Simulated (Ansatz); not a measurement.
# One input, then a changed one: Ca2Pd (fluorite type)

First run: DFT, PBEsol, PAW with Ansatz's default frozen-core files, scalar-relativistic (Ansatz 0.2.0).

Command: `ansatz run input.yaml --threads 1 --pin off --max-ram 3072MiB --backend cpu --events-out ev --progress --plain --runs-dir out` It took 12 s on 1 thread of Intel(R) Xeon(R) 6975P-C (Granite Rapids), with other jobs on the host, peak memory 0.41 GiB.

```yaml
crystal:
  lattice:
    - [0.0, 3.477814914, 3.477814914]
    - [3.477814914, 0.0, 3.477814914]
    - [3.477814914, 3.477814914, 0.0]
  atoms:
    - { symbol: Pd, position: [0.0, 0.0, 0.0] }
    - { symbol: Ca, position: [0.25, 0.25, 0.25] }
    - { symbol: Ca, position: [0.75, 0.75, 0.75] }
kpoints:
  mp_grid: { grid: [9, 9, 9] }
scf:
  occupations: { method: fermi_dirac, width: 0.05 }
hamiltonian:
  xc: pbesol
  pseudopotentials: { kind: paw }
output:
  forces: true
  stress: true
  eigenvalues: true
  populations: true
  bader: true
  dos: { projected: true, de: 0.2, e_range: [-14, 8] }
  write_density: true
  write_potential: true
  elf: true
  volumetric_format: npy
```

The cell comes from a relaxation on PAW files under the same functional, begun from a prototype that needn't be the stable phase.

It converges in 8 SCF iterations at a pressure of 0.00 GPa, cutoff 420 eV.

The input is then changed:

```diff
   populations: true
-  bader: true
-  dos: { projected: true, de: 0.2, e_range: [-14, 8] }
   write_density: true
   volumetric_format: npy
+basis:
+  xc_grid: 2
```

Problem. What does the second run give?

Solution. It converges in 8 SCF iterations at a pressure of 0.00 GPa, cutoff 420 eV, free energy 0.0 meV/atom against the first run's.
